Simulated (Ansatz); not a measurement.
Values for one crystal, relaxed and computed with the program Ansatz at the r²SCAN level (PAW); other levels are named.

| Property | Value |
|---|---|
| Volume per atom | 8.92 Å³ |
| Band gap | 0.30 eV (indirect) |
| Mechanical stability | stable (all eigenvalues of C positive) |
| Hill bulk and shear moduli | 272 and 196 GPa |
| Hole effective mass | 0.28, 0.51, 1.2 mₑ (principal values) |
| Bulk modulus (Birch–Murnaghan fit) | 269 GPa |
| Smallest direct gap on the standard path | 0.68 eV |

Question: Pick the material that matches.
A. CrAuS2, R-3m (Au on 3a, Cr on 3b, S on 6c)
B. CrN, R-3m (Cr on 3a, N on 3b)
C. YN, rock salt
D. Bi2Te2Se, R-3m (Bi on 6c, Te on 6c, Se on 3a)

Answer: B, CrN, R-3m (Cr on 3a, N on 3b)

A made-up cell: these elements were put on the sites of a structure type; the Crystallography Open Database copy checked does not list it. COD files the formula under space group No. 225, so this cell is another polymorph or a model. Its standing as an ambient phase is unchecked. The cell was relaxed with r²SCAN under the symmetry of its start, as lowered by the spin order; its stability against distortions is not shown here. The final state is antiferromagnetic, chosen from 3 collinear starts compared on coarse meshes (ties went to the first, and starts can fall back to one state), not a proven ground state. Other orbital occupations within this spin state were not tried. No Hubbard U is applied.

Potentials: the later of the program's two PAW sets.
